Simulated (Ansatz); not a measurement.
Computed with DFT PBE, scalar-relativistic, plane waves, PAW in Ansatz 0.2.0. The final run on the 5-atom cell used 420 eV, a Γ-centred 6×6×6 mesh, 0.02 eV smearing and no spin polarisation.

Formation energies are uncorrected and count from the elements' standard states at the same level.

Q: Find a candidate tetragonal semiconductor that holds Sn and 2 more elements, with a gap near 0.9 eV, a formation energy near −0.79 eV/atom and a density near 4.74 g/cm³, in a cell of 5 atoms. Its symmetry should be P4mm (No. 99).

A: ZrSnSe3, space group P4mm (No. 99). Zr is surrounded by 1 Se at 2.42 Å and 4 Se at 2.69 Å; Sn is surrounded by 4 Se at 2.94 Å; Se on a site of symmetry 2mm has 2 Zr at 2.69 Å and 2 Sn at 2.94 Å; around Se on a site of symmetry 4mm lies 1 Zr at 2.42 Å.

```
Zr Sn Se
1.0
     5.05833    0.00000    0.00000
     0.00000    5.05833    0.00000
     0.00000    0.00000    6.11952
Zr Sn Se
1 1 3
Direct
  0.50000 0.50000 0.54847
  0.00000 0.00000 0.15217
  0.50000 0.00000 0.39675
  0.50000 0.50000 0.94346
  0.00000 0.50000 0.39675
```

| Quantity | Value |
| --- | --- |
| Volume per atom | 31.32 Å³ |
| Density | 4.74 g/cm³ |
| Formation energy | −0.790 eV/atom |
| Gap on the 6×6×6 mesh of the 5-atom cell | 0.91 eV |

It was reached by relaxing an invented guess, and it needn't be the stable form of this composition. The answer needn't be unique; the calculation gave this one.

Kohn–Sham gaps at this level usually fall short of measured ones. The reference form of Se is held partly by dispersion forces, which this level lacks. A structure relaxed within its symmetry needn't be a true minimum.
